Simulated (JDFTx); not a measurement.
System: MoSi2(101) (I4/mmm bulk; lattice of mp-2592, not re-optimised at this level), 1x1 cell of 9 atoms in 9 planes (Si outermost, slab composition Mo3Si6), area 13.53 Å² a face, 7.7 Å between the outermost planes in a cell 23.9 Å high; k mesh 8×8×1, Fermi width 0.01 Ha, no spin polarisation. Whether this polymorph is the ambient one wasn't checked.

Computed with a modified build of JDFTx: PBE, GBRV ultrasoft potentials, plane waves to 20/100 Ha. Liquid: linear PCM (GLSSA13), water, 2 M KF; nuclei fixed. Potentials are counted from the potential of zero charge; σ repeats to about 1 %.

```json
[
 {"U − U_pzc (V)": "-0.49", "σ (μC/cm², per face)": "-6.68"},
 {"U − U_pzc (V)": "-0.14", "σ (μC/cm², per face)": "withheld"},
 {"U − U_pzc (V)": "0.31", "σ (μC/cm², per face)": "4.60"},
 {"U − U_pzc (V)": "0.52", "σ (μC/cm², per face)": "8.00"}
]
```

Fit σ = C₀x + bx² (x = U − U_pzc) to the other rows by least squares, predict the withheld value, and compare with the run.

The fit gives C₀ (μF/cm²) = 14.5, b (μF/cm²/V) = 1.71, with a root-mean-square miss of 0.03 μC/cm² on its own rows. It predicts -2.0 μC/cm²; the run gives -2.0 μC/cm², the same to these digits.
